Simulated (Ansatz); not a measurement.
B₂W in space group P6/mmm (No. 191; W on 1a, B on 2d) at seven volumes, plane-wave PAW LDA (Ansatz code), shape and atoms relaxed at each. One row is withheld.

```tsv
V (Å³/atom)	P (GPa)
7.753	40.00
8.008	24.51
8.264	?
8.519	0.00
8.775	-9.77
9.031	-18.18
9.286	-25.37
```

**Question.** Fit the shown pressures and predict the withheld one.

**Answer.** Third-order Birch–Murnaghan: P = (3/2)B₀(x^(7/2) − x^(5/2))[1 + (3/4)(B′ − 4)(x − 1)] with x = (V₀/V)^(2/3). Least squares on the six rows gives V₀ = 8.518 Å³/atom, B₀ = 350.4 GPa, B′ = 4.07. At V = 8.264, x = 1.0204 and P = 11.28 GPa. The run itself gave 11.34 GPa.

The workflow started from an entry of the Crystallography Open Database (COD), which files this formula under 2 space groups. Whether it is the stable phase at ambient conditions was not checked. The cell was relaxed with LDA under the symmetry of its start; whether a distortion lowers the energy is not shown. The run is not spin-polarised. Scalar-relativistic: spin–orbit coupling is off unless named, which matters more the heavier the elements.

Potentials: the later of the program's two PAW sets.
